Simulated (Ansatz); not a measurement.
KIO3:
```yaml
crystal:
  lattice:
    - [3.08428, 1.78071, 2.60939]
    - [-3.08428, 1.78071, 2.60939]
    - [0.00000, -3.56142, 2.60939]
  atoms:
    - { symbol: K, position: [0.00570, 0.00570, 0.00570] }
    - { symbol: I, position: [0.50879, 0.50879, 0.50879] }
    - { symbol: O, position: [0.54801, 0.54801, 0.09459] }
    - { symbol: O, position: [0.09459, 0.54801, 0.54801] }
    - { symbol: O, position: [0.54801, 0.09459, 0.54801] }
```

Tensor components refer to the Cartesian frame of this cell.

**Question.** Give the proper piezoelectric stress tensor with relaxed ions from plane-wave PAW PBEsol (Ansatz code).

**Answer.** In C/m², rows x, y, z, Voigt columns; mesh uncertainty up to 0.00.
```
 0.00   0.00   0.00   0.00  -1.15  -0.18
-0.18   0.18   0.00  -1.15   0.00   0.00
-0.77  -0.77  -1.68   0.00   0.00   0.00
```

The elastic tensor of the same run (GPa):

```
57.1  20.4  17.6   3.0   0.0   0.0
20.4  57.1  17.6  -3.0   0.0   0.0
17.6  17.6  32.0   0.0   0.0   0.0
 3.0  -3.0   0.0  19.1   0.0   0.0
 0.0   0.0   0.0   0.0  19.1   3.0
 0.0   0.0   0.0   0.0   3.0  18.3
```

**Question.** Convert to strain constants d = e·S.

**Answer.** In pC/N:
```
  0.0    0.0    0.0    0.0  -60.0   -0.3
 -0.1    0.1    0.0  -60.0    0.0    0.0
  2.6    2.6  -55.2    0.0    0.0    0.0
```

Space group R3m. The workflow started from a Materials Project entry (that database holds measured and hypothetical structures alike); the Crystallography Open Database files this formula in space group No. 160, but the cells were not matched. Its standing as an ambient phase is unchecked. The PBEsol relaxation kept the symmetry of its start; whether a distortion lowers the energy is not shown. Signs of piezoelectric constants follow the polarity of the cell as given. Scalar-relativistic: spin–orbit coupling is off unless named, which matters more the heavier the elements.

Potentials: the later of the program's two PAW sets.
